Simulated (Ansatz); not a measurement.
Task: Name crystals whose computed values (LDA in the plane-wave PAW code Ansatz) fall in these windows: gap (eV) 1.8 to 2.5; Θ_D (K) 680 to 870; B₀ by P(V) fit (GPa) 210 to 300.

Result: 

```tsv
crystal	gap (eV)	Θ_D (K)	B₀ by P(V) fit (GPa)
Ge3N4, Fd-3m (Ge on 16c, Ge on 8b, N on 32e)	2.15	794	248
```
Others may fit too.

The cell was relaxed under the symmetry of its start. Scalar-relativistic: spin–orbit coupling is off unless named, which matters more the heavier the elements.

Potentials: the later of the program's two PAW sets.
